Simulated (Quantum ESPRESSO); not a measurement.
## ZnS: field gradients at the nuclei

```xyz
4
Lattice="3.8058 0.0000 0.0000 -1.9029 3.2959 0.0000 0.0000 0.0000 6.2380" Properties=species:S:1:pos:R:3 pbc="T T T"
Zn     0.0000     2.1973     0.0009
Zn     1.9029     1.0986     3.1199
S      0.0000     2.1973     2.3384
S      1.9029     1.0986     5.4574
```
The geometry is a computed Materials Project entry, not a measured one. It is ZnS in P6₃mc. Stability against distortions was not tested.

Convention: |Vzz| is the largest principal value, η_Q = (Vxx − Vyy)/Vzz, |C_Q| = |eQVzz/h|. Cores are frozen. Against all-electron runs on small test molecules, this scheme's |Vzz| missed by −3 % on S. The structure is static (0 K, no zero-point motion).

Quadrupole moments taken as inputs (sizes, barn, from the tables of PySCF and pymatgen): ⁶⁷Zn 0.15, ³³S 0.0678.

Problem. What do the calculations give at each independent site (field gradients by the PAW reconstruction of the field gradient on a scalar-relativistic PBE ground state (a modified build of Quantum ESPRESSO, JTH datasets), 20 Ha, k-mesh 7×7×4 through Γ)?

Solution. 
```
site             site symmetry  Vzz (a.u.)   η_Q        ∣C_Q∣ (MHz)
---------------  -------------  ----------  ----  -----------------
Zn (atoms 1, 2)             3m  under 0.02     –  under 0.70 (⁶⁷Zn)
S (atoms 3, 4)              3m       0.026  0.00         0.42 (³³S)
```
